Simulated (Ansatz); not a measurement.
**Structures of YTiGe: which is lowest?**

Plane-wave DFT in Ansatz with scalar-relativistic PAW potentials, cutoff 420 eV, Γ-centred meshes chosen by cell and gap, Gaussian smearing with energies taken to zero width. Every cell was relaxed (cell and atoms) in a run of its own, within the symmetry of its start. Functional: PBEsol.

Relaxed structures (starts from databases or built by putting these elements on another compound's sites):
A. I4/mmm, 6 atoms in the computed cell, a = 3.990 Å, c = 15.307 Å; sites (symmetry × multiplicity) Y 4mm × 4, Ti mmm. × 4, Ge 4mm × 4; start: database
B. P4/nmm, 6 atoms in the computed cell, a = 4.011 Å, c = 7.590 Å; sites (symmetry × multiplicity) Y 4mm × 2, Ti -4m2 × 2, Ge 4mm × 2; start: database

Rank them by energy. Could pressure change the order?

| structure | group | E − E(lowest) (meV/atom) | V (Å³/atom) | gap on mesh (eV) |
| --- | --- | --- | --- | --- |
| B | P4/nmm | 0.0 | 20.35 | 0.00 |
| A | I4/mmm | 36 | 20.31 | 0.00 |

B is lowest, 36 meV/atom under A. The two lowest differ in volume by under 3 %, too little for a first-order estimate of what pressure does to that pair (other pairs aren't weighed here); with rigid cells even 3 % in favour of the higher one would need about 9 GPa. Other structures may lie lower than all of these, and vibrations aren't counted.